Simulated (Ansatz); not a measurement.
BeTe (wurtzite, space group No. 186), LDA (plane waves, PAW; program Ansatz), all energies at zero smearing, with the estimated change up to a 700 eV cutoff added, with one set of potentials and settings (totals compare only within such a set). Cell of 4 atoms (2 Be, 2 Te): -13832.289 eV.

```tsv
element	reference phase	E (eV/atom)
Be	P6_3/mmc, 2 atoms in the cell	-88.2330
Te	P3_121, 3 atoms in the cell	-6827.2001
```

Formation energy per atom, worked out: (-13832.289 − 2×(-88.2330) − 2×(-6827.2001))/4 = -0.356 eV/atom (-34 kJ per mol of atoms), at 0 K, without zero-point energy or fitted corrections.

Space group P6_3mc (wurtzite). The first step of the workflow began from a Materials Project structure, measured or hypothetical; the Crystallography Open Database copy checked does not list it. COD files the formula under space group No. 216, so this cell is another polymorph or a model. Its standing as an ambient phase is unchecked. Symmetry was held in the LDA relaxation; of distortions, only those at the zone centre were tested. The references are the lowest solids computed at this level, not always the standard phases. Spin–orbit coupling is left out wherever it is not named.

Potentials: the later of the program's two PAW sets.
